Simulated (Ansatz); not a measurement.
One crystal and one scan (scan of one atom of the cell) at two levels, PBE (plane waves to 420 eV, PAW, scalar-relativistic; Ansatz, a first-principles code) and r2SCAN (plane waves to 500 eV, PAW, scalar-relativistic; Ansatz), each from its own relaxed cell and on its own mesh. The cell shown is that of PBE.

BP (zinc blende)

```
BP
1.0
    0.00000     2.27424     2.27424
    2.27424     0.00000     2.27424
    2.27424     2.27424     0.00000
P B
1 1
Cartesian
  3.41135   3.41135   3.41135
  0.00000   0.00000   0.00000
```

In this cell atom 2 (B, nearest neighbour P at 1.970 Å; its periodic images, 3.2 Å or more away, move with it) is moved by s along Cartesian x, unit vector (1.000, 0.000, 0.000); all other atoms and the cell stay fixed.

Energies are smeared free energies. BP was relaxed with its symmetry unable to fall. As the smearing reaches across the gap at some points, energies and forces of such displacements shift with the k mesh and the smearing. Percentages come from the unrounded values. Both scans cover s from -0.590 to 0.590 Å.

Results of PBE:

Lattice constant a (Å): 4.548
Energy at s = 0.590 Å (meV/cell): 2520
Force along the line at s = -0.590 Å (eV/Å): 6.190
Force constant k = d²E/ds² at s = 0 (finite differences) (eV/Å²): 18.91
Zone-centre optical wavenumber from k (cm⁻¹): 801
Symmetry of the curve: even: the same for both signs
Shape of the curve: a single well with its minimum at or next to zero displacement

### Question
Estimate the r2SCAN values.

### Answer
```csv
quantity,r2SCAN,PBE − r2SCAN
Lattice constant a (Å),4.537,+0.011 (+0.3 %)
Energy at s = 0.590 Å (meV/cell),2654,-134 (-5.0 %)
Force along the line at s = -0.590 Å (eV/Å),6.531,-0.341 (-5.2 %)
Force constant k = d²E/ds² at s = 0 (finite differences) (eV/Å²),19.82,-0.91 (-4.6 %)
Zone-centre optical wavenumber from k (cm⁻¹),820,-19 (-2.3 %)
```

PBE gives the higher value for: lattice constant a. PBE gives the lower value for: energy at s = 0.590 Å; force along the line at s = -0.590 Å; force constant k = d²E/ds² at s = 0; zone-centre optical wavenumber from k. Both give the same symmetry of the curve: even: the same for both signs.

(A displaced cell: forces are minus the slopes of the energy, force constants its curvatures, and phonons follow from these.)
